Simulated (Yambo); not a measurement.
Material: CdF2 (fluorite, space group Fm-3m, No. 225); a = 3.8191 Å, b = 3.8191 Å, c = 3.8191 Å, α = 60.00°, β = 60.00°, γ = 60.00° (3 atoms in the cell). The geometry is that of Materials Project entry mp-241, symmetrised and not relaxed again.

With PBEsol (Quantum ESPRESSO, PseudoDojo norm-conserving, 102 Ry, with spin-orbit coupling), the gap between the mesh's edge points (W → Γ) is 2.927 eV.

Problem. Estimate the G0W0 gap between the same points from Yambo (4×4×4 Γ-centred k mesh, bands 9 to 164 and a 8 Ry block in the screening, 164 bands in G with the Bruneval-Gonze terminator, plasmon pole fitted at 27.2 eV).

Solution. The correction is 2.688 eV, giving 5.615 eV, 1.9 times the PBEsol value.  Nearest settings tried, and what they do to the gap: 70 bands in G: +57 meV; 86 bands in W: +252 meV; 3 Ry block (27 vectors against 137): +308 meV. Not varied: mesh. So the settings aren't converged at that level.
